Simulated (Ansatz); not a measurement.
Here is the system:

BN:
```xyz
8
Lattice="4.4018 0.0000 0.0000 0.0000 4.4018 0.0000 0.0000 0.0000 2.5381" Properties=species:S:1:pos:R:3 pbc="T T T"
B      0.7668     3.6350     1.2691
B      3.6350     0.7668     1.2691
B      2.9677     2.9677     0.0000
B      1.4341     1.4341     0.0000
N      3.5754     3.5754     1.2691
N      0.8264     0.8264     1.2691
N      3.0273     1.3745     0.0000
N      1.3745     3.0273     0.0000
```

This is the r²SCAN-relaxed structure.

Question: All from plane-wave PAW r²SCAN (Ansatz code), unless another level is named. Estimate the electronic dielectric constant ε∞ (DFPT).

Answer: 4.45 (xx = yy), 4.20 (zz).

Question: And the Bader charges?

Answer: B +2.26, N -2.26 e.

Question: And the static dielectric constant ε0 (ions relaxed, cell fixed)?

Answer: 7.64 (xx = yy), 5.93 (zz).

Question: What about the Born charges (a third of the trace)?

Answer: B +2.02, N -2.02 e.

Space group P4_2/mnm. The workflow started from a Materials Project entry (that database holds measured and hypothetical structures alike); the Crystallography Open Database copy checked does not list it. It is not the phase usual at ambient conditions (space group No. 186, 194, 216). Symmetry was held in the r²SCAN relaxation; its stability against distortions is not shown here.

Potentials: the earlier of the program's two PAW sets.
